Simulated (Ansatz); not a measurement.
Problem. Each is relaxed and computed with the program Ansatz at the r²SCAN level (PAW). Which is the only metal?
(A) PrHSe, P6_3/mmc (Pr on 2c, H on 2d, Se on 2a)
(B) Nb2SnC, P6_3/mmc (Nb on 4f, Sn on 2d, C on 2a)
(C) LiNbSe2, P6_3/mmc (Li on 2a, Nb on 2b, Se on 4f)
(D) CsVI3, P6_3/mmc (Cs on 2c, V on 2a, I on 6h)

Solution. B, Nb2SnC, P6_3/mmc (Nb on 4f, Sn on 2d, C on 2a). Nb2SnC: metal; LiNbSe2: gap 0.74 eV (indirect); CsVI3: gap 2.18 eV (indirect); PrHSe: gap 0.63 eV. Caveat: open 4f shells can settle in a state that is not the lowest. Spin orders computed, not proven ground states: CsVI3, P6_3/mmc (Cs on 2c, V on 2a, I on 6h) antiferromagnetic; PrHSe, P6_3/mmc (Pr on 2c, H on 2d, Se on 2a) ferromagnetic. Standing as an ambient phase not checked: Nb2SnC, P6_3/mmc (Nb on 4f, Sn on 2d, C on 2a); LiNbSe2, P6_3/mmc (Li on 2a, Nb on 2b, Se on 4f); CsVI3, P6_3/mmc (Cs on 2c, V on 2a, I on 6h); PrHSe, P6_3/mmc (Pr on 2c, H on 2d, Se on 2a). All cells were relaxed under the symmetry of their starts (and spin orders); stability against distortions was not tested throughout. Cells of antiferromagnets are given as chemical subcells. Rows with no word on spin ran without spin polarisation. No Hubbard U is applied. Scalar-relativistic: spin–orbit coupling is off unless named, which matters more the heavier the elements.

Potentials: the later of the program's two PAW sets.
